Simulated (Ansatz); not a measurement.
GaS in space group R-3m (No. 166; Ga on 6c, S on 6c), DFT-LDA in the program Ansatz with PAW potentials. The conduction-band minimum lies at F, with 3 equivalent valleys. Second derivatives d²E/dk² of the lowest band at one valley (eV·Å²), along Cartesian directions:

```
direction  d²E/dk²
---------  -------
[100]        9.359
[010]        19.04
[001]        21.03
[110]        5.802
[101]        21.63
[011]        23.76
```

Q: Find the principal effective masses, the density-of-states mass and the conductivity mass.

A: Off-diagonal terms follow from H_xy = H[110] − (H_xx + H_yy)/2, and m*/mₑ = 7.620 eV·Å² over each eigenvalue: 0.32, 0.32, 4.6. One valley's DOS mass (m₁m₂m₃)^(1/3) = 0.78, conductivity mass 3/(Σ 1/mᵢ) = 0.46 mₑ.

Q: What effective density of states Nc follows at 300 K for parabolic valleys?

A: Nc = 2.509e19 × 3 × (0.78)^(3/2) ≈ 5.2e19 cm⁻³.

The workflow started from a Materials Project entry (that database holds measured and hypothetical structures alike); the Crystallography Open Database copy checked does not list it. COD files the formula under space group No. 194. Its standing as an ambient phase is unchecked. The LDA relaxation kept the symmetry of its start; whether a distortion lowers the energy is not shown. A crystal of weakly bound layers computed without a dispersion correction: the cell and the soft elastic constants depend strongly on that. Scalar-relativistic: spin–orbit coupling is off unless named, which matters more the heavier the elements.

Potentials: the later of the program's two PAW sets.

Edges and masses are those of Kohn–Sham bands, whose gap is no quasiparticle gap.
